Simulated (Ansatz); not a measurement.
The elements of this relaxed trial crystal are hidden behind letters.

```
lattice vectors (Å)
  -1.6893    1.6893   11.1517
   1.6893   -1.6893   11.1517
   1.6893    1.6893  -11.1517
fractional positions
X 0.0000 0.0000 0.0000
X 0.3875 0.3875 0.0000
X 0.6125 0.6125 0.0000
Z 0.7947 0.7947 0.0000
Z 0.2053 0.2053 0.0000
Q 0.8862 0.8862 0.0000
Q 0.2891 0.2891 0.0000
Q 0.7109 0.7109 0.0000
Q 0.1138 0.1138 0.0000
Q 0.5000 0.5000 0.0000
```

All numbers below come from DFT PBE, scalar-relativistic, plane waves, PAW in Ansatz 0.2.0. Settings of the last relaxation (10-atom cell): 420 eV, 14×14×14 k points, Gaussian smearing of 0.01 eV, no spin polarisation.

| Quantity | Value |
| --- | --- |
| Space group | I4/mmm (No. 139) |
| Conventional cell | a = 3.379 Å, c = 22.303 Å |
| Volume per atom | 12.73 Å³ |
| Density | 5.10 g/cm³ |
| Energy over the elements | −1.283 eV/atom |
| Gap on the 14×14×14 mesh of the 10-atom cell | 0.25 eV |

Energies are uncorrected and count from the elements' standard states at the same level.

Q: X is a d-block element of period 5, Z is a p-block element of period 3 and Q is a p-block element of period 2. Which elements are they?

A: X = Y, Z = Al, Q = N, so the formula is Y3Al2N5. Density times volume gives a mean mass of 5.10 × 12.73/1.6605 = 39.1 u per atom, and this set has 39.1 u. Y on a site of symmetry 4/mmm is surrounded by 4 N at 2.39 Å and 2 N at 2.54 Å; around Al lie 1 N at 1.87 Å, 1 N at 2.04 Å, 4 N at 2.39 Å, 4 Al at 3.11 Å and 4 Y at 3.16 Å; around N on a site of symmetry 4mm lie 1 Al at 2.04 Å, 4 Y at 2.39 Å and 1 Y at 2.54 Å; 3 more sites not described. Other sets within the hints have nearly the same mass, so mass alone doesn't settle it; this one was computed.

Kohn–Sham gaps at this level usually fall short of measured ones. Symmetry constrained the relaxation, so the result can be a saddle point.
